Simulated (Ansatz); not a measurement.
Starting cell, W (fcc, Cu type):

```yaml
crystal:
  lattice:
    - [0.00000, 3.97175, 3.97175]
    - [1.98588, 1.98588, 3.97175]
    - [1.98588, 1.98588, 0.00000]
  atoms:
    - { symbol: W, position: [0.00000, 0.00000, 0.00000] }
    - { symbol: W, position: [0.50000, 0.00000, 0.00000] }
```

A phonon eigenvector at X = (0.5, 0.5, 0.0) is frozen into this cell: atom i moves by Q times the vector below, so Q is the largest atomic displacement, in Å. The cell is held. (q is in reciprocal vectors of the primitive cell; the cell shown is doubled to hold the pattern.)

| atom | x | y | z |
|---|---|---|---|
| W1 | 0.000 | 0.000 | -1.000 |
| W2 | 0.000 | 0.000 | 1.000 |

All values below come from LDA (plane waves to 420 eV, PAW, scalar-relativistic; Ansatz, a program for electronic structure). k mesh 20×20×20 (Γ-centred), Fermi-Dirac smearing 0.05 eV. With partly filled bands, energies and forces of such displacements shift with the k mesh and the smearing. Spin-orbit coupling is left out, though W is heavy. This is one of several known forms of W; the measured ambient cells at hand have space group No. 229. W is run without spin polarisation. W was relaxed with its symmetry unable to fall.

At one point of the scan the forces (eV/Å) are:

| atom | Fx | Fy | Fz |
|---|---|---|---|
| W1 | 0.000 | 0.000 | -5.342 |
| W2 | 0.000 | 0.000 | 5.342 |

Problem. Which point is it?
(A) Q = -0.140 Å
(B) Q = -0.187 Å
(C) Q = -0.233 Å
(D) Q = -0.280 Å

Solution. C, Q = -0.233 Å

(A displaced cell: forces are minus the slopes of the energy, force constants its curvatures, and phonons follow from these.)
